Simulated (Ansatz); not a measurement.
GaN:
```yaml
crystal:
  lattice:
    - [0.00000, 2.10844, 2.10844]
    - [2.10844, 0.00000, 2.10844]
    - [2.10844, 2.10844, 0.00000]
  atoms:
    - { symbol: N, position: [0.00000, 0.00000, 0.00000] }
    - { symbol: Ga, position: [0.50000, 0.50000, 0.50000] }
```

Plane-wave PAW r²SCAN (Ansatz code) gives a gap of 1.16 eV without spin–orbit coupling, maximum on the K–Γ line, 53 % of the way from K, minimum at X.

**Question.** What happens when spin–orbit coupling is switched on?

**Answer.** The gap is nearly the same, to 1.16 eV; maximum on the K–Γ line, 53 % of the way from K, minimum at X.

**Question.** Give the electron effective mass with spin–orbit coupling.

**Answer.** 0.19, 0.19, 0.46 mₑ (principal values).

**Question.** Give the hole effective mass with spin–orbit coupling.

**Answer.** 0.28, 1.1, 4.0 mₑ (principal values).

Space group Fm-3m (rock salt). This is a known high-pressure phase of the composition, computed here at zero pressure and temperature. The cell was relaxed with r²SCAN under the symmetry of its start; phonons on a q-mesh show no instability.

Potentials: the later of the program's two PAW sets.
